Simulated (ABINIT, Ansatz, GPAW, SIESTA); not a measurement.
# One calculation of GaGe3, 4 ways

```
Ge Ga
1.0
     0.00000    3.38717    3.38717
     3.38717    0.00000    3.38717
     3.38717    3.38717    0.00000
Ge Ga
3 1
Direct
  0.50734 0.50116 0.49465
  0.75945 0.75176 0.74618
  0.24907 0.25508 0.25198
  0.00983 0.98232 0.01066
```

The cell comes from a database or a generator and needn't be the stable form of this composition.

Atoms were shifted at random by some hundredths of an Å from the given cell, which wasn't relaxed again for these runs.

Alike in all runs: task single point; functional PBE; k mesh 7 × 7 × 7; occupations fermi-dirac, width 0.05 eV; no spin polarisation; no spin-orbit coupling. Pressure is positive in compression and, in plane waves, holds the error of the finite cutoff, which Ansatz's Pulay term estimates and takes out.

```csv
program and potentials,plane-wave cutoff (eV),notes,pressure (GPa),largest force (eV/Å),energy over the undisturbed cell (meV/atom)
"Ansatz, Ansatz PAW",420,13.75 valence electrons an atom on average; Pulay term of +0.04 GPa included,-0.42,0.173,2.16
"SIESTA, files PseudoDojo sr-pbe-0.4.1-standard, DZP (energy shift 0.003 Ry; two zetas on semicore shells)",-,atomic basis; 13.75 valence electrons an atom on average,1.00,0.218,2.72
"GPAW, GPAW PAW data sets (gpaw-data 1.2.1)",600,3.75 valence electrons an atom on average,-0.67,0.184,2.28
"ABINIT, JTH PAW PBE v2.0",599,13.75 valence electrons an atom on average,-0.78,0.175,2.18
```

Force on atom 4 (Ga), eV/Å:

```json
{"program and potentials": "Ansatz, Ansatz PAW", "x": "0.051", "y": "-0.120", "z": "0.114"}
{"program and potentials": "SIESTA, files PseudoDojo sr-pbe-0.4.1-standard, DZP (energy shift 0.003 Ry; two zetas on semicore shells)", "x": "0.062", "y": "-0.150", "z": "0.145"}
{"program and potentials": "GPAW, GPAW PAW data sets (gpaw-data 1.2.1)", "x": "0.055", "y": "-0.127", "z": "0.121"}
{"program and potentials": "ABINIT, JTH PAW PBE v2.0", "x": "0.052", "y": "-0.121", "z": "0.115"}
```

The pressure spans -0.78 (ABINIT, JTH PAW PBE v2.0) to 1.00 GPa (SIESTA, files PseudoDojo sr-pbe-0.4.1-standard, DZP (energy shift 0.003 Ry; two zetas on semicore shells)). The pressure on the cell as given of SIESTA, files PseudoDojo sr-pbe-0.4.1-standard, DZP (energy shift 0.003 Ry; two zetas on semicore shells) lies far from the others; the cause wasn't traced. Rows in atomic bases carry the error of their basis and grid, which can be large.

Differences between rows come from potentials, basis sets and numerical settings, since the functional is the same but for its coding. Runs on potential files found faulty are left out.
